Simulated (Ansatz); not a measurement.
Values for one crystal, relaxed and computed with r²SCAN (plane waves, PAW; program Ansatz); other levels are named.

Volume per atom: 11.08 Å³
Band gap: 4.10 eV (indirect)
Smallest direct gap on the standard path: 4.30 eV
Valence-band maximum: on the K–Γ line, 10 % of the way from K
Formation energy from the elements (no fitted shifts): -2.84 eV/atom
Conduction-band minimum: at Γ

**Question.** Pick the material that matches.
A. CoLi2Nb4O12, P1 (Pearson symbol aP19)
B. Y2Ge2O7, Fd-3m (Y on 16d, Ge on 16c, O on 48f, O on 8b)
C. AlCuGeSe4, I-4 (Al on 2c, Cu on 2a, Ge on 2b, Se on 8g)
D. SiO2, P3_221 (Si on 3a, O on 6c)

**Answer.** B, Y2Ge2O7, Fd-3m (Y on 16d, Ge on 16c, O on 48f, O on 8b)

The workflow started from a Materials Project entry (that database holds measured and hypothetical structures alike); the Crystallography Open Database copy checked does not list it. COD files the formula under space group No. 92, 96. Whether it is the stable phase at ambient conditions was not checked. The r²SCAN relaxation kept the symmetry of its start; its stability against distortions is not shown here. The run is not spin-polarised. The references are the lowest solids computed at this level, not always the standard phases (solids in place of the gases). Spin–orbit coupling is left out wherever it is not named.

Potentials: the later of the program's two PAW sets.
